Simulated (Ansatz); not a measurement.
## How much do the gradients of HfO2 with sulfur replacing O depend on the method?

Cell: a supercell of HfO2 (fluorite type, Fm-3m) built from a structure deposited in the COD, with the ions relaxed around the defect (PBE).

Space group F-43m (No. 216); a = 10.2300 Å.

```
site  Wyckoff  site symmetry       x       y       z
 Hf1      16e            .3m  0.3670  0.1330  0.3670
 Hf4      16e            .3m  0.8775  0.8775  0.6225
   S       4a           -43m  0.5000  0.0000  0.5000
 O10      24g           2.mm  0.7500  0.0052  0.7500
 O16       4b           -43m  0.0000  0.5000  0.0000
 O17       4d           -43m  0.7500  0.7500  0.7500
 O18      24f           2.mm  0.0000  0.7409  0.0000
 O24       4c           -43m  0.2500  0.2500  0.2500
```

One atom of each set is listed; the run and its k-mesh use a cell of 24 atoms with edges of 7.23, 7.23, 7.23 Å.

First run. Level of theory: DFT, PBE, plane waves and PAW, scalar-relativistic, 420 eV cutoff, Γ-centred 3×3×3 k-points, Fermi–Dirac smearing 0.01 eV (Ansatz 0.2.0).

```csv
site,V_zz (10²¹ V/m²),η
Hf1,-14.08,0.00
Hf4,-0.40,0.00
S,0.00,–
O10,0.63,0.18
O18,-0.81,0.57
```

Second run. The same atoms and settings, except that the functional is r2SCAN and the cutoff is 500 eV.

Q: Given the first result, estimate the second.

A: 

```tsv
site	V_zz	η	change of V_zz
Hf1	-14.31	0.00	-0.23
Hf4	-0.38	0.00	+0.02
S	0.00	–	0.00
O10	0.66	0.02	+0.03
O18	-0.92	0.44	-0.11
```

The largest change of V_zz is on Hf1, from -14.08 to -14.31. In per cent, |V_zz| changes by +2 on Hf, +4 to +14 on O (all sites that start above 0.5). Where |V_zz| stays above 0.1, η moves most on O10, from 0.18 to 0.02. Other sites without a gradient aren't listed.

The defect repeats with the cell of 24 atoms, so it feels its images: sites between two images don't show the values beside a lone defect, and zeros or small values of η there can come from the images' arrangement. The relaxation keeps the site symmetry -43m of the start, so the impurity can't leave its site; a start off the site could end lower. This high-symmetry form of HfO2 is unstable when cold, to shifts of the oxygen columns, towards the tetragonal form. The symmetry of the cell holds that distortion back, wholly or in part, and it would change the field gradients, the more the larger the distortion. Without spin–orbit coupling the gradients at and beside Hf can be off by some per cent, at some sites by more.
For the first run: The cell keeps the host's lattice, where the PBE pressure is 12 GPa.
For the second run: The cell keeps the host's lattice, where the r2SCAN pressure is 6 GPa.
